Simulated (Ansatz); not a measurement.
Si2Ni:
```
Si2Ni
1.0
    0.00000     2.72230     2.72230
    2.72230     0.00000     2.72230
    2.72230     2.72230     0.00000
Si Ni
2 1
Direct
  0.25000   0.25000   0.25000
  0.75000   0.75000   0.75000
  0.00000   0.00000   0.00000
```

Relaxed with PBE. Special points in fractions of this cell's reciprocal vectors: Γ (0.000, 0.000, 0.000); X (0.500, 0.000, 0.500); U (0.625, 0.250, 0.625); K (0.375, 0.375, 0.750); L (0.500, 0.500, 0.500); W (0.500, 0.250, 0.750).

Problem. List the band energies nearest the Fermi level at these points for PBE (plane waves, PAW; program Ansatz).

Solution. In eV from the Fermi level; about four levels below and three above (degenerate sets whole), none deeper than 8.9 eV; points with the same levels are listed once.

| k | below | above |
|---|---|---|
| Γ | -5.07 -5.07 -5.07 -3.39 -3.39 -0.48 | 1.69 1.69 1.69 |
| X | -3.48 -3.48 -3.33 -3.00 -0.42 | 1.46 7.72 8.12 8.12 |
| U | -3.67 -3.31 -2.82 -2.55 | 0.20 3.65 4.64 |
| L | -3.21 -3.21 -1.41 -1.41 | 1.74 1.81 1.81 |
| W | -3.62 -3.62 -3.48 -3.06 -2.34 | 2.17 2.17 4.68 |

Space group Fm-3m (fluorite or antifluorite type). The PBE relaxation kept the symmetry of its start. No spin polarisation was allowed.

Potentials: the earlier of the program's two PAW sets.
